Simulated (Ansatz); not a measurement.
With DFT-PBE in the program Ansatz with PAW potentials, WS2 in the cubic phase (Pa-3; W on 4a, S on 8c) relaxes to a = 5.940 Å. W has 6 nearest neighbours from 2.44 Å (octahedral); S has 3 nearest neighbours from 2.44 Å (trigonal planar). Against the elements it lies at -0.16 eV/atom, with no fitted shifts.

Electronic character: metallic (no gap). The magnetic state found is ferromagnetic. The net moment is 0.39 μB per atom.

The bulk modulus is 133 GPa.

The start of the workflow was typed in or built on a structure type; neither database checked (COD, Materials Project) lists it. It is not the phase usual at ambient conditions (space group No. 194). The cell was relaxed with PBE under the symmetry of its start; its stability against distortions is not shown here. Magnetic state: ferromagnetic, chosen from 2 collinear starts compared on coarse meshes (ties went to the first, and starts can fall back to one state), not a proven ground state. No Hubbard U is applied. The references are the lowest solids computed at this level, not always the standard phases. Scalar-relativistic: spin–orbit coupling is off unless named, which matters more the heavier the elements.

Potentials: the earlier of the program's two PAW sets.
